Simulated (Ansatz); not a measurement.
MgRh, in the lowest among the structures calculated here: Pm-3m (No. 221), cP2, CsCl type; a = b = c = 3.083 Å, α = β = γ = 90.00°; Mg 1a (0.000, 0.000, 0.000); Rh 1b (0.500, 0.500, 0.500). Method: PBEsol (plane waves to 420 eV, PAW, scalar-relativistic; Ansatz, a quantum-chemistry and plane-wave program). Element references, the lowest calculated here: Rh (Fm-3m), Mg (P6₃/mmc).

Total energies (eV/atom, σ → 0; comparable only within this code, potentials and settings):

```csv
phase,E (eV/atom)
MgRh (Pm-3m),-4125.780
Rh (Fm-3m),-6338.746
Mg (P6₃/mmc),-1912.052
```

Problem. What is the formation energy of this Pm-3m form of MgRh from the elements?

Solution. E_f = -4125.780 − [1 × (-1912.052) + 1 × (-6338.746)] / 2 = -0.38 eV/atom (-0.8 eV per formula unit).

Static energies, no anion corrections, no zero-point energy. Values are rounded to 0.01 eV/atom. The compounds carry no spin polarisation.
